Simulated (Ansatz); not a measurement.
A geometry of SnO away from equilibrium: the start of the relaxation of a randomly generated symmetric cell of SnO (space group No. 152). Method: PBE (plane waves to 420 eV, PAW, scalar-relativistic; Ansatz, a program for electronic structure). Γ-centred k-mesh 5×5×5 on the run's cell (coarser than for final values), Fermi–Dirac smearing 0.05 eV.

```xyz
6
Lattice="5.3203 0.0000 0.0000 -2.6602 4.6075 0.0000 0.0000 0.0000 4.7022" Properties=species:S:1:pos:R:3 pbc="T T T"
O      1.9548     0.0000     1.5674
O     -0.9774     1.6929     3.1348
O      1.6828     2.9147     0.0000
Sn     4.1103     0.0000     3.9185
Sn    -2.0552     3.5596     0.7837
Sn     0.6050     1.0479     2.3511
```

Predict the force on each atom, in eV/Å.


```tsv
atom	Fx	Fy	Fz
O1	6.24	0.00	0.00
O2	-3.12	5.41	0.00
O3	-3.12	-5.41	0.00
Sn4	-4.96	0.00	0.00
Sn5	2.48	-4.30	0.00
Sn6	2.48	4.30	0.00
```

What is the pressure?

+29.9 GPa, compression positive.

No spin polarisation in the result. Without a van der Waals term the distances between weakly bound units are poorly fixed.

The run could not lose the symmetry of its start: the end is stationary, and may be a saddle point rather than a minimum.

The end of the path is a generated cell of SnO: the first start was made by a random draw of sites in a space group, and the end was not matched to a known phase here, so it may be hypothetical. Known forms of SnO include space group No. 129.
